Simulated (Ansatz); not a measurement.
# Ag: course of a relaxation

These are results of DFT r2SCAN, scalar-relativistic, plane waves, PAW in Ansatz, not measurements. (500 eV cutoff, 18×18×12 k-mesh, Gaussian smearing of 0.10 eV, no spin polarisation)

What was changed: biaxial strain in the a-b plane, c and atoms relaxed: -1.5 %.

Command:

```bash
ansatz run input.yaml --threads 1 --pin off --max-ram 2560MiB --backend cpu --events-out ev --progress --plain --runs-dir out
```

Input:

```yaml
crystal:
  lattice:
    - [2.0213955079, 2.0213955079, 0.0]
    - [-2.0213955079, 2.0213955079, 0.0]
    - [0.0, 0.0, 4.1412955685]
  atoms:
    - { symbol: Ag, position: [0.0, 0.0, 0.0] }
    - { symbol: Ag, position: [0.5, 0.5, 0.5] }
basis:
  ecutwfc: 500
kpoints:
  mp_grid: { grid: [18, 18, 12] }
hamiltonian:
  xc: r2scan
scf:
  occupations: { method: gaussian, width: 0.1 }
output:
  forces: true
  stress: true
  eigenvalues: true
relax:
  adjacent_minimum: "off"
  f_tol: 0.008
  max_steps: 40
  cell: { stress_tol: 0.015, fix: [a, b, gamma] }
```

F is the free energy. Steps run on the plane waves of an earlier cell, but the last one, and at times one on the way, on a freshly chosen basis, so a repeated geometry can differ a little in energy. The held parts of the cell keep their stress, so P needn't end at zero.

Steps:

```json
{"step": "1", "F − F(1) (eV)": "0.0000", "largest force component (eV/Å)": "0.000", "V (Å³/atom)": "16.921", "P (GPa)": "2.39"}
{"step": "2", "F − F(1) (eV)": "-0.0015", "largest force component (eV/Å)": "0.000", "V (Å³/atom)": "17.139", "P (GPa)": "0.97"}
{"step": "3", "F − F(1) (eV)": "-0.0015", "largest force component (eV/Å)": "0.000", "V (Å³/atom)": "17.115", "P (GPa)": "1.12"}
{"step": "4", "F − F(1) (eV)": "-0.0018", "largest force component (eV/Å)": "0.000", "V (Å³/atom)": "17.115", "P (GPa)": "1.13"}
```

Relaxed structure:

```cif
data_structure
_symmetry_space_group_name_H-M 'P 1'
_symmetry_Int_Tables_number 1
_cell_length_a 2.8587
_cell_length_b 2.8587
_cell_length_c 4.1888
_cell_angle_alpha 90.000
_cell_angle_beta 90.000
_cell_angle_gamma 90.000
_cell_volume 34.23
loop_
_atom_site_label
_atom_site_type_symbol
_atom_site_fract_x
_atom_site_fract_y
_atom_site_fract_z
_atom_site_occupancy
Ag1 Ag 0.00000 0.00000 0.00000 1
Ag2 Ag 0.50000 0.50000 0.50000 1
```

It takes space group I4/mmm (No. 139, tetragonal). The conventional cell has a = 2.859 Å, b = 2.859 Å, c = 4.189 Å, α = 90.00°, β = 90.00°, γ = 90.00°. Around Ag (site symmetry 4/mmm) lie 12 Ag at 2.86 to 2.91 Å.

The run converged. The run took 66 s on 1 thread of Intel(R) Xeon(R) 6975P-C (Granite Rapids), on a shared host, peak memory 0.69 GiB.